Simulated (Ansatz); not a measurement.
## BH2, all-electron reference calculation

This is artificial BH2 built from a small cell holding one bonded unit and then distorted.

Theory: Ansatz 0.2 development build, DFT, PBE, all-electron full-potential LAPW, scalar-relativistic, point nucleus. Occupations are Fermi–Dirac at 0.15 eV on a coarse k-mesh, 3×3×3 Γ-centred; the results hold for that mesh. In metals such a mesh can move stress, forces and moments by their own size. Spin-restricted. The cell's electron count is odd, so a run with spin could end lower. Labels count atoms in the order given.

Lattice vectors (Å):
```
2.6010 0.0236 0.0413
0.0236 2.4871 0.0445
0.0413 0.0445 2.4798
```

| atom | x | y | z (fractional) |
| --- | --- | --- | --- |
| B1 | 0.4867 | 0.7724 | 0.0356 |
| H2 | 0.1676 | 0.4394 | 0.0863 |
| H3 | 0.8014 | 0.0970 | 0.9503 |

| atom | Fx (eV/Å) | Fy (eV/Å) | Fz (eV/Å) |
| --- | --- | --- | --- |
| B1 | -0.232 | -0.160 | 0.104 |
| H2 | -0.179 | -0.283 | 0.583 |
| H3 | 0.410 | 0.443 | -0.686 |

Stress (GPa; xx, yy, zz, yz, xz, xy; compression positive): 41.52, 30.21, -9.86, 4.12, 0.11, 3.95.

```json
{
 "All-electron E − TS, for this scheme": "-704.568 eV",
 "Pressure": "20.62 GPa",
 "Largest force": "0.914 eV/Å"
}
```

Question: Now r2SCAN by all-electron PAW datasets generated for the cell without frozen cores, scalar-relativistic, point nucleus at the same geometry. How do the results move?

Answer: Relative to PBE, the pressure goes down by 0.46 GPa to 20.16 GPa, and the forces move by 0.164 eV/Å (r.m.s. over the atoms).

Forces in eV/Å:
```
B1   -0.233 -0.157  0.080
H2   -0.043 -0.145  0.549
H3    0.276  0.302 -0.629
```

Question: Switch to LDA (PW92) by all-electron full-potential LAPW, scalar-relativistic, point nucleus, all else held.

Answer: Compared with PBE, the pressure falls by 4.34 GPa to 16.28 GPa, and the forces move by 0.262 eV/Å (r.m.s. over the atoms).

| atom | Fx (eV/Å) | Fy (eV/Å) | Fz (eV/Å) |
| --- | --- | --- | --- |
| B1 | -0.231 | -0.156 | 0.130 |
| H2 | -0.385 | -0.517 | 0.648 |
| H3 | 0.616 | 0.673 | -0.778 |
